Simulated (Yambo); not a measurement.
Yambo run on MgS2 (space group C2/m, No. 12, within 0.06 Å of R-3m). The wavefunctions are PBEsol (pw.x of Quantum ESPRESSO, ONCV potentials, no spin-orbit coupling) ones on a 4×4×4 mesh (11 occupied bands); a = 3.9388 Å, b = 3.9388 Å, c = 5.0754 Å, α = 112.83°, β = 112.83°, γ = 59.90°.

Yambo input:

```
rim_cut
HF_and_locXC
RandQpts= 1000000
RandGvec= 1 Ry
EXXRLvcs= 84 Ry
VXCRLvcs= 336 Ry
% QPkrange
 1 | 1 | 11 | 12 |
 3 | 3 | 11 | 12 |
 8 | 8 | 11 | 12 |
 12 | 12 | 11 | 12 |
 24 | 24 | 11 | 12 |
%
```

k points by index: 1 = Γ, 3 = (0, 0, -0.5), 8 = (0, -0.5, 0), 12 = (0.25, 0.25, 0.25), 24 = (-0.5, -0.5, -0.5).

Resulting energies as the program prints them:

```
#    K-point    Band    Eo [eV]    Ehf [eV]    Vxc [eV]    Vnlxc [eV]
#
    1    11    -0.894157    -4.121257    -12.77327    -16.00037
    1    12    2.899227    7.731158    -11.42001    -6.588080
    3    11    -0.051522    -2.987222    -13.23486    -16.17056
    3    12    0.938394    5.306532    -12.38661    -8.018469
    8    11    -1.465940    -4.741777    -12.44896    -15.72480
    8    12    2.303331    6.931860    -11.77122    -7.142694
    12    11    0.000000    -2.940867    -13.22159    -16.16245
    12    12    1.595414    6.015739    -12.39492    -7.974592
    24    11    -1.457287    -4.732654    -12.44984    -15.72521
    24    12    2.330084    6.967051    -11.76830    -7.131335
```
Exchange alone, without screening.

Geometry relaxed with PBEsol.

The structure is a Materials Project entry; no match was found in the copy of COD used, and its stability was not checked.
